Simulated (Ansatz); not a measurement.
KPH2SO3 (space group Cm)

```xyz
8
Lattice="3.2576 -3.1555 0.0000 3.2576 3.1555 0.0000 -1.9802 0.0000 5.5815" Properties=species:S:1:pos:R:3 pbc="T T T"
K      4.2908     0.0000     3.4058
H      2.9939     1.9514     1.0674
H      2.9939    -1.9514     1.0674
P      2.0250     0.0000     0.6155
S      0.9629     0.0000     4.4497
O      0.4984     0.0000     0.5339
O      2.4393     1.2307     1.5241
O      2.4393    -1.2307     1.5241
```

E(V) scan at fixed shape, V₀ the volume above. The atoms relax within the cell's symmetry.

Calculation: r2SCAN (plane waves to 500 eV, PAW, scalar-relativistic; Ansatz, a first-principles code). k mesh 8×8×6 (Γ-centred), Fermi-Dirac smearing 0.05 eV. Stress and pressure are positive under compression. KPH2SO3 was relaxed with its symmetry unable to fall.

At one point of the scan the stress tensor (GPa) is:

```
   2.73     0.00    -0.08
   0.00     3.33     0.00
  -0.08     0.00     2.42
```

**Question.** Which point is it?
A) V/V₀ = 0.920
B) V/V₀ = 0.867
C) V/V₀ = 0.947
D) V/V₀ = 0.893

**Answer.** A, V/V₀ = 0.920

(A scan under strain: stresses follow from slopes of the energy per volume, elastic moduli from its curvatures.)
